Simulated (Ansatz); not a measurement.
**YLu3: Y vacancy**

Level of theory: PBEsol, no spin polarisation, scalar-relativistic; Ansatz, plane waves to 420 eV (PAW set soft_2), k-mesh 3×3×3.

The relaxed host crystal (no gap at this level of theory):

```
CELL_PARAMETERS angstrom
6.97386 0.00000 0.00000
-3.48693 6.03954 0.00000
0.00000 0.00000 5.40136
ATOMIC_POSITIONS crystal
Lu 0.16502 0.33003 0.25000
Lu 0.66997 0.83498 0.25000
Lu 0.16502 0.83498 0.25000
Lu 0.83498 0.66997 0.75000
Lu 0.33003 0.16502 0.75000
Lu 0.83498 0.16502 0.75000
Y 0.33333 0.66667 0.75000
Y 0.66667 0.33333 0.25000
```

Supercell of 24 atoms, rows of the matrix [[-1,0,1],[0,-1,1],[1,1,1]] times the cell vectors; Y vacancy at (0.333, 0.667, 0.750) in fractions of the cell above. Atoms are relaxed at the host's cell. The cell loses 1 of its 6 Y, so this is a heavily defective crystal.

**Question.** How does the lattice relax around the defect?

**Answer.** Distances from the empty Y site (Å), by shell of the perfect crystal:

| shell | perfect crystal | relaxed, charge 0 |
| --- | --- | --- |
| 6 Lu | 3.38 | 3.37 |
| 6 Lu | 3.49 | 3.51 |

```json
{"charge": "0", "gap of the cell on the mesh (eV)": "0.00"}
```

Formation energy of the neutral defect: 2.08 eV, taking atoms from and to the elements' standard states (no corrections for gases), so it belongs to those chemical potentials alone.

Caveats: small supercell, so energies and levels can be off by tenths of an eV; the atoms kept the symmetry of the start, so a distorted state could lie lower.
